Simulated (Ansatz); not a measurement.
GaGeTe:
```cif
data_Ga2Ge2Te2
_chemical_formula_sum 'Ga2 Ge2 Te2'
_space_group_name_H-M_alt 'P 1'
_space_group_IT_number 1
_cell_length_a 12.22961
_cell_length_b 12.22961
_cell_length_c 12.22961
_cell_angle_alpha 19.157
_cell_angle_beta 19.157
_cell_angle_gamma 19.157
loop_
_space_group_symop_operation_xyz
  'x, y, z'
loop_
_atom_site_label
_atom_site_type_symbol
_atom_site_fract_x
_atom_site_fract_y
_atom_site_fract_z
_atom_site_occupancy
Ga1 Ga 0.25466 0.25466 0.25466 1
Ga2 Ga 0.74534 0.74534 0.74534 1
Ge1 Ge 0.32226 0.32226 0.32226 1
Ge2 Ge 0.67774 0.67774 0.67774 1
Te1 Te 0.11357 0.11357 0.11357 1
Te2 Te 0.88643 0.88643 0.88643 1
```

Relaxed with r²SCAN.

Problem. Which orbitals make up the states near the band edges in DFT-r²SCAN in the program Ansatz with PAW potentials?

Solution. Top 1 eV of the valence band: Ge 4p 42 %, Te 5p 41 %, Ga 4p 10 %. Bottom 1 eV of the conduction band: Te 5p 27 %, Ga 4s 25 %, Ge 4p 15 %, Ga 4p 12 %, Ge 4s 11 %, outside the projected shells 7 %. Projections are on Löwdin-orthogonalised atomic valence shells; empty p or d shells of many metals are not among them.

Problem. Tabulate the density of states.

Solution. States/eV per cell of 6 atoms, in 0.25 eV bins, energy from the valence-band maximum.

| E (eV) | total | Te 5p | Ge 4p | Ga 4p |
|---|---|---|---|---|
| -7.85 | 0.83 | 0.06 | 0.17 | 0.04 |
| -7.60 | 0.82 | 0.06 | 0.16 | 0.05 |
| -7.35 | 1.01 | 0.07 | 0.21 | 0.09 |
| -7.10 | 1.73 | 0.14 | 0.43 | 0.24 |
| -6.85 | 4.04 | 1.40 | 0.45 | 0.31 |
| -6.60 | 2.47 | 0.82 | 0.30 | 0.18 |
| -6.35 | 1.58 | 0.51 | 0.20 | 0.10 |
| -6.10 | 1.30 | 0.40 | 0.18 | 0.07 |
| -5.85 | 1.14 | 0.34 | 0.16 | 0.05 |
| -5.60 | 1.18 | 0.35 | 0.17 | 0.04 |
| -5.35 | 1.42 | 0.44 | 0.20 | 0.06 |
| -5.10 | 0.72 | 0.19 | 0.13 | 0.03 |
| -4.85 | 0.32 | 0.07 | 0.08 | 0.01 |
| -4.60 | 0.30 | 0.07 | 0.08 | 0.01 |
| -4.35 | 0.85 | 0.40 | 0.09 | 0.21 |
| -4.10 | 3.31 | 1.45 | 0.79 | 0.84 |
| -3.85 | 4.76 | 1.97 | 1.29 | 1.16 |
| -3.60 | 3.76 | 1.75 | 0.93 | 0.76 |
| -3.35 | 4.75 | 2.18 | 1.20 | 1.01 |
| -3.10 | 4.42 | 2.13 | 1.01 | 0.98 |
| -2.85 | 4.98 | 2.50 | 1.14 | 1.06 |
| -2.60 | 5.37 | 2.84 | 1.16 | 1.15 |
| -2.35 | 4.15 | 2.28 | 1.03 | 0.67 |
| -2.10 | 6.18 | 3.21 | 2.02 | 0.74 |
| -1.85 | 4.28 | 2.13 | 1.45 | 0.55 |
| -1.60 | 4.08 | 2.00 | 1.36 | 0.54 |
| -1.35 | 2.53 | 1.17 | 0.95 | 0.29 |
| -1.10 | 1.53 | 0.58 | 0.72 | 0.15 |
| -0.85 | 1.37 | 0.52 | 0.63 | 0.13 |
| -0.60 | 0.75 | 0.32 | 0.29 | 0.08 |
| -0.35 | 0.34 | 0.16 | 0.11 | 0.04 |
| -0.10 | 0.11 | 0.05 | 0.03 | 0.01 |
| 0.15 | 0.00 | 0.00 | 0.00 | 0.00 |
| 0.40 | 0.00 | 0.00 | 0.00 | 0.00 |
| 0.65 | 0.00 | 0.00 | 0.00 | 0.00 |
| 0.90 | 0.29 | 0.08 | 0.04 | 0.03 |
| 1.15 | 0.88 | 0.25 | 0.10 | 0.10 |
| 1.40 | 1.76 | 0.47 | 0.28 | 0.22 |
| 1.65 | 4.12 | 0.99 | 0.86 | 0.60 |
| 1.90 | 5.06 | 1.24 | 1.10 | 0.67 |
| 2.15 | 4.68 | 0.98 | 1.08 | 0.91 |
| 2.40 | 3.39 | 0.58 | 0.66 | 1.06 |
| 2.65 | 2.86 | 0.48 | 0.58 | 0.95 |
| 2.90 | 3.47 | 0.56 | 0.89 | 1.12 |
| 3.15 | 3.92 | 0.66 | 1.10 | 1.13 |
| 3.40 | 3.78 | 0.74 | 0.77 | 1.29 |
| 3.65 | 5.11 | 0.94 | 1.06 | 1.84 |
| 3.90 | 4.28 | 0.84 | 0.71 | 1.89 |
| 4.15 | 3.28 | 0.54 | 0.49 | 1.49 |
| 4.40 | 2.83 | 0.39 | 0.57 | 1.16 |
| 4.65 | 4.60 | 0.58 | 0.84 | 1.99 |
| 4.90 | 3.40 | 0.39 | 0.56 | 1.41 |
| 5.15 | 3.39 | 0.29 | 0.68 | 1.09 |
| 5.40 | 3.91 | 0.31 | 0.82 | 1.18 |

Space group R-3m. The first step of the workflow began from a Materials Project structure, measured or hypothetical; the Crystallography Open Database copy checked does not list it. Whether it is the stable phase at ambient conditions was not checked. The r²SCAN relaxation kept the symmetry of its start; whether a distortion lowers the energy is not shown. A crystal of weakly bound layers computed without a dispersion correction: the cell and the soft elastic constants depend strongly on that. Spin–orbit coupling is left out wherever it is not named.

Potentials: the earlier of the program's two PAW sets.
